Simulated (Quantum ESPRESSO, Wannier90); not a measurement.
# Wannier functions of TaSi₂ (P6₄22)

```xyz
9
Lattice="4.7838 0.0000 0.0000 -2.3919 4.1429 0.0000 0.0000 0.0000 6.5528" Properties=species:S:1:pos:R:3 pbc="T T T"
Ta    -1.1959     2.0714     2.1843
Ta     2.3919     0.0000     0.0000
Ta     1.1959     2.0714    -2.1843
Si     0.0000    -1.3124     0.0000
Si     1.1366    -0.6562    -2.1843
Si     1.1366     0.6562     2.1843
Si     0.0000     1.3124     0.0000
Si    -1.1366     0.6562    -2.1843
Si    -1.1366    -0.6562     2.1843
```

Cell from Materials Project (mp-11192), symmetrised, no further relaxation. COD (Crystallography Open Database) has the formula in 2 space groups, this one among them (matched by group alone). Level: LDA, no spin polarisation, no spin-orbit coupling; pw.x of Quantum ESPRESSO at 47 Ry with PseudoDojo potentials, 4×4×4 k-points, Wannier90. Density: 12×12×6 mesh, cold smearing 0.01 Ry. Spin-orbit coupling is left out although heavy elements are present.

A tight-binding model is made by disentanglement and projection with no localisation steps (num_iter = 0), so the 51 orbitals stay atom-like: hydrogen-like Ta: s;p;d; Si: s;p, axes along x, y, z; frozen window up to 1.50 eV relative to the Fermi level. It follows pw.x to 25 meV rms for states up to 1.0 eV relative to the Fermi level. Matrix elements depend on this choice of orbitals and windows.

Which pairs of orbitals on different sites are coupled most strongly? Give distance, modulus and how many such pairs a cell has.


```csv
orbital,orbital,distance of the centres (Å),modulus (eV),pairs
Si py,Si py,2.42,3.05,1
Si py,Si py,2.42,2.62,2
Si pz,Si pz,2.44,2.38,6
Si px,Si px,2.60,2.20,2
Si px,Si px,2.60,1.99,2
Si py,Ta py,2.93,1.97,2
Si px,Si px,2.64,1.85,2
Si pz,Si s,2.50,1.83,12
Si py,Ta py,2.94,1.81,4
Si py,Si s,2.51,1.79,2
Si py,Ta dx2-y2,2.93,1.72,4
Si pz,Ta dyz,2.65,1.72,4
Si py,Ta dx2-y2,2.93,1.65,2
Si pz,Ta s,2.68,1.63,12
Si pz,Ta dxz,2.68,1.58,4
Si px,Si s,2.60,1.55,4
Si s,Ta py,2.84,1.49,2
Si px,Ta px,2.87,1.48,4
Si px,Si py,2.74,1.48,4
Si s,Ta py,2.73,1.47,4
Si px,Ta dxy,2.83,1.45,8
Si py,Si pz,2.70,1.44,4
Si s,Ta dyz,2.58,1.42,4
Si pz,Ta dxz,2.65,1.39,4
Si px,Ta px,2.83,1.39,4
Si s,Ta pz,2.61,1.37,12
Si pz,Ta pz,2.68,1.37,12
Si px,Ta dxy,2.86,1.36,4
Si py,Ta s,2.93,1.35,2
Si s,Ta dx2-y2,2.72,1.33,4
```
